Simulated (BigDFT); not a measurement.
Set-up for a self-consistent single point of 3 x 2 x 1 piece of the rock-salt lattice (Br3K3).

```xyz
6

K     -3.0500    -1.5250     0.0000
Br    -3.0500     1.5250     0.0000
Br     0.0000    -1.5250     0.0000
K      0.0000     1.5250     0.0000
K      3.0500    -1.5250     0.0000
Br     3.0500     1.5250     0.0000
```

Computed with Wu-Cohen, Daubechies wavelet basis, HGH (Krack) norm-conserving potentials made for PBE, isolated boundary conditions run with BigDFT.

BigDFT settings:

- basis: Daubechies wavelets
- dft.hgrids: 0.402 bohr
- dft.rmult: 5 9
- dft.ixc: -118130
- psppar.Pseudopotential XC: 11
- potentials: built-in HGH-K PBE
- boundary_conditions: free
- dft.gnrm_cv: 1e-04
- dft.itermax: 80
- dft.idsx: 6
- dft.nrepmax: 3

Results:

| Quantity | Result |
|---|---|
| Number of valence electrons | 48 |
| Number of orbitals | 24 |
| Size of the basis | 316768 |
| Number of SCF iterations | 14 |
| Grid steps along x, y, z | 87 × 73 × 59 |
| Total energy | -3404.9185 eV |
| Largest force (vector length) | 0.390 eV/Å |
| Dipole moment | 10.77 D |
| Highest occupied level | -5.05 eV |

Forces (eV/Å):
```tsv
atom	Fx	Fy	Fz
K1	0.121	0.327	0.000
Br2	-0.093	-0.253	0.000
Br3	0.000	-0.390	0.000
K4	0.000	0.241	0.000
K5	-0.122	0.327	0.000
Br6	0.094	-0.252	0.000
```

For comparison: a first run (DFT, PBE, Daubechies wavelet basis, HGH (Krack) norm-conserving potentials made for PBE, isolated boundary conditions) was changed to give this one (dft.ixc: 11 → -118130; psppar.Pseudopotential XC: default → 11), and from it to this one the largest force goes from 0.488 to 0.390 eV/Å.

The grid can part forces that symmetry would make equal. The potentials were made for another functional than the one used. The shape was built by hand and not relaxed. No other spin state was tried in this run. A coarse multiplier of 5 or less cuts the tails of heavy atoms' orbitals, which raises levels.

Cost on one core: about 3 core-minutes (a rough figure).
